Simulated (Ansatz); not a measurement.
TaRh$_{3}$, in the lowest of the structures calculated here: Pm-3m (No. 221), cP4, Cu3Au type; a = b = c = 3.8459 Å, α = β = γ = 90.00°; Ta 1a (0.000, 0.000, 0.000); Rh 3c (0.000, 0.500, 0.500). All values below come from PBEsol (plane waves to 420 eV, PAW, scalar-relativistic; Ansatz, a program for electronic structure). Element references, the lowest calculated here: Rh (Fm-3m), Ta (Im-3m).

**Question.** What formation energy of this Pm-3m form of TaRh3 from the elements does PBEsol give?

**Answer.** -0.63 eV/atom.

Static energies, no anion corrections, no zero-point energy. Values are rounded to 0.01 eV/atom. Spin-orbit coupling is missing from these energies, which matters for elements this heavy. The compounds carry no spin polarisation.
